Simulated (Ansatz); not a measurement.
The start is a generated cell, V placed in the diamond structure type. The cell and all atomic positions are relaxed at zero pressure with PBE (plane waves to 420 eV, PAW, scalar-relativistic; Ansatz, a program for electronic structure). The first steps use a coarse 11×11×11 k-mesh.

Input geometry:
```yaml
crystal:
  lattice:
    - [0.00000, 2.65004, 2.65004]
    - [2.65004, 0.00000, 2.65004]
    - [2.65004, 2.65004, 0.00000]
  atoms:
    - { symbol: V, position: [0.25000, 0.25000, 0.25000] }
    - { symbol: V, position: [0.00000, 0.00000, 0.00000] }
```
Spin-polarised start, with parallel moments on V.

By how much does the energy per atom fall from start to end?

0.03 eV/atom.

How does the volume per atom move from start to end?

+9.8 %, from 18.61 to 20.43 Å³/atom.

How do the shortest distances between atoms change?

The closest pairs of elements (up to four, under 3.6 Å), start → end: V–V 2.30 → 2.37 Å.

What band gap does the relaxed structure have at this level?

Zero (metallic).

What magnetic moments remain?

Net 1.89 μB/atom, ferromagnetic.

The space group stays Fd-3m (No. 227) (the run could not lower it); the end is diamond type, with 2 atoms in the primitive magnetic cell. Final values are on a 15×15×15 k-mesh of the relaxed cell. Spin state reached: ferromagnetic (net 1.89 μB/atom), from parallel starting moments; other spin orders were not run from this start.

The run could not lose the symmetry of its start, so the end can be a saddle point.

All atoms sit on sites fixed by symmetry, so only the cell could relax.

The relaxed structure here is a generated cell of V: the first start was made by placing the elements on the sites of a structure type, and the end was not matched to a known phase here, so it may be hypothetical. Known forms of V include space group No. 229.
